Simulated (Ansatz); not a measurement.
Structure: WSe2 in the 2H-MoS2-type structure, at its r2SCAN+rVV10 minimum. The symmetry is P6_3/mmc (No. 194, hexagonal); a = 3.300 Å, c = 13.149 Å in the conventional setting, 20.66 Å³ an atom. Around W lie 6 Se at 2.53 Å; around Se lie 3 W at 2.53 Å.

4 runs of the plane-wave code Ansatz on this cell differ in the functional (and in the settings that go with it). Levels are in eV from each run's valence top; v1 is the last filled band, c1 the first empty one.

Run A, mean stress -0.9 GPa (compression positive):

| point | v4 | v3 | v2 | v1 | c1 | c2 |
| --- | --- | --- | --- | --- | --- | --- |
| Γ | -1.74 | -1.43 | -1.18 | 0.00 | 3.97 | 3.97 |
| M | -1.66 | -1.61 | -1.50 | -1.40 | 3.40 | 3.45 |
| K | -2.97 | -2.97 | -0.44 | -0.20 | 2.39 | 2.39 |
| A | -1.76 | -1.76 | -0.28 | -0.28 | 3.98 | 3.98 |

Run B, mean stress +1.3 GPa (compression positive):

| point | v4 | v3 | v2 | v1 | c1 | c2 |
| --- | --- | --- | --- | --- | --- | --- |
| Γ | -1.65 | -1.29 | -1.05 | 0.00 | 2.77 | 2.77 |
| M | -1.50 | -1.46 | -1.32 | -1.29 | 2.22 | 2.25 |
| K | -2.71 | -2.71 | -0.44 | -0.23 | 1.38 | 1.38 |
| A | -1.67 | -1.67 | -0.25 | -0.25 | 2.78 | 2.78 |

Run C, mean stress -0.9 GPa (compression positive):

| point | v4 | v3 | v2 | v1 | c1 | c2 |
| --- | --- | --- | --- | --- | --- | --- |
| Γ | -1.72 | -1.40 | -1.13 | 0.00 | 3.29 | 3.29 |
| M | -1.61 | -1.58 | -1.46 | -1.37 | 2.72 | 2.75 |
| K | -2.92 | -2.92 | -0.43 | -0.21 | 1.74 | 1.74 |
| A | -1.74 | -1.74 | -0.27 | -0.27 | 3.29 | 3.29 |

Run D, mean stress +3.4 GPa (compression positive):

| point | v4 | v3 | v2 | v1 | c1 | c2 |
| --- | --- | --- | --- | --- | --- | --- |
| Γ | -1.53 | -1.15 | -1.02 | 0.00 | 2.65 | 2.65 |
| M | -1.39 | -1.35 | -1.25 | -1.15 | 2.10 | 2.14 |
| K | -2.54 | -2.54 | -0.41 | -0.20 | 1.29 | 1.29 |
| A | -1.55 | -1.55 | -0.22 | -0.22 | 2.65 | 2.65 |

Problem. Match the runs to PBE, r2SCAN, HSE06, PBE0.

Solution. A is PBE0, B is r2SCAN, C is HSE06, D is PBE. In order of the gap: PBE 1.04, r2SCAN 1.14, HSE06 1.50, PBE0 2.15 eV.

The values are computed, spin-unpolarised, and not measurements.

No spin-orbit coupling is included; it can move band edges with weight on the heavy atoms by tenths of an eV.

The stress of a hybrid is loosely converged in these runs.

The meshes of the hybrids are coarse, so their gaps aren't converged to the digits shown.
